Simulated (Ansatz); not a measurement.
# Hf2Si: from a starting cell to a relaxed one

The start is a relaxed Hf2Si cell, doubled along one cell vector, shaken by Gaussian noise of σ = 0.08 Å a coordinate. Cell shape, volume and atoms are optimised at zero target pressure with r2SCAN (plane waves to 500 eV, PAW, scalar-relativistic; Ansatz, an electronic-structure program). The first steps use a coarse 3×6×4 k-mesh.

Starting cell:
```yaml
crystal:
  lattice:
    - [9.44174, 0.00000, 0.00000]
    - [-2.36044, 4.08839, 0.00000]
    - [0.00000, 0.00000, 5.65827]
  atoms:
    - { symbol: Si, position: [0.16202, 0.67455, 0.26234] }
    - { symbol: Si, position: [0.67632, 0.68015, 0.27262] }
    - { symbol: Si, position: [0.31481, 0.30647, 0.75486] }
    - { symbol: Si, position: [0.82183, 0.35937, 0.74657] }
    - { symbol: Hf, position: [0.00919, 0.02066, 0.98606] }
    - { symbol: Hf, position: [0.49081, 0.98813, 0.01189] }
    - { symbol: Hf, position: [0.99098, 0.00478, 0.50599] }
    - { symbol: Hf, position: [0.50388, 0.00453, 0.48919] }
    - { symbol: Hf, position: [0.15748, 0.66037, 0.74907] }
    - { symbol: Hf, position: [0.66050, 0.63530, 0.73227] }
    - { symbol: Hf, position: [0.33082, 0.30713, 0.23889] }
    - { symbol: Hf, position: [0.85067, 0.32382, 0.26011] }
```

Task: How large is the pressure on the unrelaxed cell, and of which sign?

Result: +3 GPa (positive: the cell is compressed).

Task: What is the largest force in the starting geometry, and on which atom (counted from 1)?

Result: About 3.1 eV/Å, on Hf10 (atoms numbered as listed).

Task: Does it find its way back to the structure it was made from?

Result: It relaxes back to the parent, P6₃/mmc (No. 194).

Task: How do the shortest distances between atoms change?

Result: The closest pairs of elements (up to four, under 3.6 Å), start → end: Hf–Si 2.45 → 2.73 Å; Hf–Hf 2.70 → 2.83 Å.

Task: Is the relaxed structure metallic? Give its gap.

Result: No gap (metallic).

It ends as:

Space group P6₃/mmc (No. 194); a = b = 4.7209 Å, c = 5.6582 Å, α = β = 90.00°, γ = 120.00°

| atom | site | symmetry | x | y | z |
|---|---|---|---|---|---|
| Si | 2c | -6m2 | 0.3333 | 0.6667 | 0.2500 |
| Hf | 2a | -3m. | 0.0000 | 0.0000 | 0.0000 |
| Hf | 2d | -6m2 | 0.6667 | 0.3333 | 0.2500 |

Final values are on a 11×11×8 k-mesh of the relaxed cell. No spin polarisation in the result.

The relaxed structure here is a generated cell of Hf2Si: the first start was made by placing the elements on the sites of a structure type, and the end was not matched to a known phase here, so it may be hypothetical.
